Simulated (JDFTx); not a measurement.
An input for JDFTx (a modified build) (LiCl(110), linear PCM (GLSSA13), water, 0.5 M NaF; bohr, hartree) and the course of its log:

```
lattice \
  6.7937554867 0.0000000000 0.0000000000 \
  0.0000000000 9.6078211519 0.0000000000 \
  0.0000000000 0.0000000000 40.4401390670
coords-type Lattice
ion Cl 0.5000000000 0.0000000000 -0.1308610649 0
ion Cl 0.0000000000 0.5000000000 -0.0430705984 0
ion Cl 0.5000000000 0.0000000000 0.0430705984 0
ion Cl 0.0000000000 0.5000000000 0.1308610649 0
ion Li 0.5000000000 0.5000000000 -0.1134054674 0
ion Li 0.0000000000 0.0000000000 -0.0571673933 0
ion Li 0.5000000000 0.5000000000 0.0571673933 0
ion Li 0.0000000000 0.0000000000 0.1134054674 0
ion-species pseudo/cl_pbe_v1.4.upf
ion-species pseudo/li_pbe_v1.4.upf
elec-cutoff 20 100
elec-ex-corr gga-PBE
coulomb-interaction Slab 001
coulomb-truncation-embed 0 0 0
kpoint-folding 6 4 1
elec-smearing Fermi 0.003
elec-n-bands 26
target-mu -0.001470
electronic-scf nIterations 100 energyDiffThreshold 1e-07
fluid LinearPCM
pcm-variant GLSSA13
fluid-solvent H2O
fluid-cation Na+ 0.5
fluid-anion F- 0.5
fluid-minimize nIterations 400 knormThreshold 1e-12
wavefunction read f0.wfns
elec-initial-eigenvals f0.eigenvals
elec-initial-fillings read f0.fillings
fluid-initial-state f0.fluidState
dump-name f0_u0.$VAR
dump End State Ecomponents EigStats BandEigs Forces ElecDensity IonicPositions Fillings Kpoints Dtot FluidDebug BoundCharge FluidDensity
```

```
[one cycle in 5 is shown, and the last three; fluid-solver lines are left out]
	FillingsUpdate:  mu: -0.001470000  nElectrons: 40.445058
SCF: Cycle:  0   G: -89.570087779077809   dG: -1.583e-02   |Residual|: 1.174e-02   |deigs|: 7.926e-09
	FillingsUpdate:  mu: -0.001470000  nElectrons: 40.259076
SCF: Cycle:  5   G: -89.564891398007120   dG: +1.266e-02   |Residual|: 7.010e-03   |deigs|: 1.985e-03
	FillingsUpdate:  mu: -0.001470000  nElectrons: 40.316365
SCF: Cycle: 10   G: -89.566132187930364   dG: +7.660e-03   |Residual|: 8.031e-03   |deigs|: 1.740e-03
	FillingsUpdate:  mu: -0.001470000  nElectrons: 40.447151
SCF: Cycle: 15   G: -89.574096312906519   dG: -2.587e-03   |Residual|: 1.116e-02   |deigs|: 3.954e-04
	FillingsUpdate:  mu: -0.001470000  nElectrons: 40.686499
SCF: Cycle: 20   G: -89.589744654485600   dG: -8.356e-03   |Residual|: 1.826e-02   |deigs|: 1.045e-03
	FillingsUpdate:  mu: -0.001470000  nElectrons: 40.414896
SCF: Cycle: 25   G: -89.572474524663392   dG: +2.067e-03   |Residual|: 1.041e-02   |deigs|: 4.321e-04
	FillingsUpdate:  mu: -0.001470000  nElectrons: 40.609095
SCF: Cycle: 30   G: -89.585174678776141   dG: -1.965e-04   |Residual|: 1.636e-02   |deigs|: 3.976e-04
	FillingsUpdate:  mu: -0.001470000  nElectrons: 40.647079
SCF: Cycle: 35   G: -89.584080019108100   dG: -1.609e-02   |Residual|: 1.703e-02   |deigs|: 2.649e-03
	FillingsUpdate:  mu: -0.001470000  nElectrons: 40.650087
SCF: Cycle: 40   G: -89.588615625486000   dG: -1.191e-02   |Residual|: 1.805e-02   |deigs|: 1.465e-03
	FillingsUpdate:  mu: -0.001470000  nElectrons: 40.399900
SCF: Cycle: 45   G: -89.572462794745093   dG: -3.462e-04   |Residual|: 1.078e-02   |deigs|: 2.091e-04
	FillingsUpdate:  mu: -0.001470000  nElectrons: 40.388920
SCF: Cycle: 50   G: -89.571342205376098   dG: +1.616e-02   |Residual|: 1.025e-02   |deigs|: 2.810e-03
	FillingsUpdate:  mu: -0.001470000  nElectrons: 40.379473
SCF: Cycle: 55   G: -89.570200317300916   dG: -2.008e-03   |Residual|: 1.093e-02   |deigs|: 3.592e-04
	FillingsUpdate:  mu: -0.001470000  nElectrons: 40.479446
SCF: Cycle: 60   G: -89.574652037164540   dG: +6.450e-03   |Residual|: 1.401e-02   |deigs|: 1.157e-03
	FillingsUpdate:  mu: -0.001470000  nElectrons: 40.248238
SCF: Cycle: 65   G: -89.563578080923747   dG: +1.807e-02   |Residual|: 7.108e-03   |deigs|: 3.365e-03
	FillingsUpdate:  mu: -0.001470000  nElectrons: 40.471548
SCF: Cycle: 70   G: -89.577652387651909   dG: -1.652e-02   |Residual|: 1.359e-02   |deigs|: 3.033e-03
	FillingsUpdate:  mu: -0.001470000  nElectrons: 40.277155
SCF: Cycle: 75   G: -89.565154562752937   dG: -4.049e-03   |Residual|: 7.858e-03   |deigs|: 1.081e-03
	FillingsUpdate:  mu: -0.001470000  nElectrons: 40.203473
SCF: Cycle: 80   G: -89.562067933243597   dG: -4.581e-04   |Residual|: 5.917e-03   |deigs|: 8.467e-04
	FillingsUpdate:  mu: -0.001470000  nElectrons: 40.729183
SCF: Cycle: 85   G: -89.594994327235298   dG: +1.079e-03   |Residual|: 2.338e-02   |deigs|: 3.073e-04
	FillingsUpdate:  mu: -0.001470000  nElectrons: 40.784157
SCF: Cycle: 90   G: -89.596448955102787   dG: +1.176e-03   |Residual|: 2.735e-02   |deigs|: 1.101e-03
	FillingsUpdate:  mu: -0.001470000  nElectrons: 40.596607
SCF: Cycle: 95   G: -89.584179481261828   dG: -8.692e-03   |Residual|: 1.631e-02   |deigs|: 2.045e-03
	FillingsUpdate:  mu: -0.001470000  nElectrons: 40.583296
SCF: Cycle: 97   G: -89.583247172121460   dG: -2.887e-03   |Residual|: 1.589e-02   |deigs|: 5.230e-04
	FillingsUpdate:  mu: -0.001470000  nElectrons: 40.778030
SCF: Cycle: 98   G: -89.595304210260338   dG: -1.206e-02   |Residual|: 2.155e-02   |deigs|: 1.550e-03
	FillingsUpdate:  mu: -0.001470000  nElectrons: 40.954243
SCF: Cycle: 99   G: -89.604923761115515   dG: -9.620e-03   |Residual|: 2.633e-02   |deigs|: 1.765e-03
SCF: None of the convergence criteria satisfied after 100 iterations.
IonicMinimize: Iter:   0  G: -89.604923761115515  |grad|_K:  0.000e+00
IonicMinimize: Converged (|grad|_K<1.000000e-04).
```

This run gave no converged result. The electronic loop ended without meeting its threshold, so the last energy, electron count and forces aren't results.
